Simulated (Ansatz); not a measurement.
## Computed properties of Sc

```xyz
2
Lattice="3.3194 0.0000 0.0000 -1.6597 2.8747 0.0000 0.0000 0.0000 5.1679" Properties=species:S:1:pos:R:3 pbc="T T T"
Sc    0.0000    1.9164    1.2920
Sc    1.6597    0.9582    3.8759
```

Atom numbers follow the list: Sc1, Sc2.

The conventional cell has a = 3.319 Å, b = 3.319 Å, c = 5.168 Å, α = 90.00°, β = 90.00°, γ = 120.00°. Sc (atom 1) has 12 Sc at 3.22 to 3.32 Å as nearest neighbours.

The structure comes from a relaxation in the same program, started in the hcp type, and has space group P6_3/mmc. Whether it is a known phase or the ground state wasn't checked.

All numbers below come from DFT, PBE, all-electron LAPW, scalar-relativistic in Ansatz 0.2.0.

Sampling and basis: a Γ-centred 15×15×8 k mesh, Fermi–Dirac smearing of 0.05 eV, basis error target 0.5 meV/atom, no spin polarisation.

```yaml
Pressure_at_this_cell: -0.02 GPa
Volume_per_atom: 24.66 Å³
```

Problem. Band gap: what does the calculation give?

Solution. none: bands cross the Fermi level, a metal.

Problem. Density of states at the Fermi level (0.2 eV bin): what does the calculation give?

Solution. 4.56 states/eV per cell.
